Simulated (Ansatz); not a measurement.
This run works on a proposed trial structure, not on a known crystal.

Input and command of a plane-wave DFT calculation in Ansatz:

```yaml
crystal:
  lattice:
    - [3.8784094717, -0.0886096434, 0.0214600406]
    - [-2.0159429381, 3.6169440423, 0.0290142182]
    - [0.0676699527, 0.1447134448, 12.1486039059]
  atoms:
    - { symbol: Si, position: [0.7238108523, 0.3513496521, 0.4585034517] }
    - { symbol: Si, position: [0.7053811794, 0.3559612713, 0.9587515974] }
    - { symbol: Si, position: [0.3051831565, 0.6528317582, 0.0378810721] }
    - { symbol: Si, position: [0.3043495674, 0.6470870183, 0.5283266385] }
    - { symbol: F, position: [0.6936116499, 0.3288442347, 0.3468221567] }
    - { symbol: F, position: [0.6825664506, 0.3431545393, 0.838716252] }
    - { symbol: F, position: [0.2872850187, 0.6604089846, 0.1565035051] }
    - { symbol: F, position: [0.2978121252, 0.6603625415, 0.6744953264] }
basis:
  ecutwfc: 420
kpoints:
  mp_grid: { grid: [6, 6, 1] }
hamiltonian:
  xc: pbe
scf:
  occupations: { method: gaussian, width: 0.1 }
  lower_state_search: "off"
output:
  forces: true
  stress: true
  eigenvalues: true
relax:
  adjacent_minimum: "off"
  f_tol: 0.025
  max_steps: 60
  cell: { stress_tol: 0.25 }
```

```bash
ansatz run input.yaml --threads 1 --pin off --max-ram 2560MiB --backend cpu --events-out ev --progress --plain --runs-dir out
```

Processor: Intel(R) Xeon(R) 6975P-C (Granite Rapids), 1 thread, on a host shared with other jobs.

Q: How long does it run, and how much memory does it take?

A: About 65 s, peak memory 0.45 GiB. It solves 30 bands at 20 k points (after reduction by symmetry) with about 3371 plane waves (on the last cell), in 81 SCF iterations over 11 ionic steps.
